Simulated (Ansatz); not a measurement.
Theory: Ansatz, DFT PBE, scalar-relativistic, plane waves, PAW. Each cell gets a short relaxation within its symmetry: 420 eV, a coarse mesh through Γ, smearing of 0.15 eV, at most 16 steps to 0.08 eV/Å and 0.8 GPa. Magnetic atoms start with parallel moments. Energies are free energies per atom, good to about 0.1 eV/atom between metallic cells, end volumes are rough, and groups of ends are read at 0.1 Å.

Two unrelaxed guesses for Mn2RuSe4:

A.

```cif
data_structure
_symmetry_space_group_name_H-M 'P6/mmm'
_symmetry_Int_Tables_number 191
_cell_length_a 4.7595
_cell_length_b 4.7595
_cell_length_c 7.7319
_cell_angle_alpha 90.000
_cell_angle_beta 90.000
_cell_angle_gamma 120.000
_cell_volume 151.69
loop_
_atom_site_label
_atom_site_type_symbol
_atom_site_symmetry_multiplicity
_atom_site_Wyckoff_symbol
_atom_site_fract_x
_atom_site_fract_y
_atom_site_fract_z
_atom_site_occupancy
Mn1 Mn 2 d 0.33333 0.66667 0.50000 1
Ru1 Ru 1 a 0.00000 0.00000 0.00000 1
Se1 Se 4 h 0.33333 0.66667 0.26375 1
```

B.

```cif
data_structure
_symmetry_space_group_name_H-M 'F-43m'
_symmetry_Int_Tables_number 216
_cell_length_a 8.6565
_cell_length_b 8.6565
_cell_length_c 8.6565
_cell_angle_alpha 90.000
_cell_angle_beta 90.000
_cell_angle_gamma 90.000
_cell_volume 648.67
loop_
_atom_site_label
_atom_site_type_symbol
_atom_site_symmetry_multiplicity
_atom_site_Wyckoff_symbol
_atom_site_fract_x
_atom_site_fract_y
_atom_site_fract_z
_atom_site_occupancy
Mn1 Mn 4 b 0.50000 0.00000 0.00000 1
Mn2 Mn 4 c 0.25000 0.25000 0.25000 1
Ru1 Ru 4 a 0.00000 0.00000 0.00000 1
Se1 Se 16 e 0.37557 0.12443 0.37557 1
```

Question: Compare their energies before and after the relaxation.

Answer: As given, A is lower by 0.98 eV/atom. Relaxed, B is lower by 0.22 eV/atom, so the order turns round. A goes from P6/mmm at 21.7 Å³/atom to P6/mmm at 21.1 Å³/atom and gains 1.51 eV/atom. B goes from F-43m at 23.2 Å³/atom to F-43m at 42.7 Å³/atom and gains 2.72 eV/atom. The closest pair in A goes from Mn–Se at 1.83 Å to Mn–Se at 2.38 Å. The closest pair in B goes from Ru–Se at 1.87 Å to Mn–Se at 2.29 Å. At the end: counting Se atoms around Mn and Ru (those within 1.25 times the shortest such distance or 1.15 times the sum of covalent radii; the shortest distance is added where it is long for a bond; a slash parts the counts of unlike sites), A has Mn 2, Ru 12 and B has Mn 4/12 from 4.4 Å, Ru 4. The lowest end among all the guesses of this search lies 0.70 eV/atom under the better of the two.

No Hubbard U is applied to the 3d shell of Mn. Other magnetic orders may lie lower.
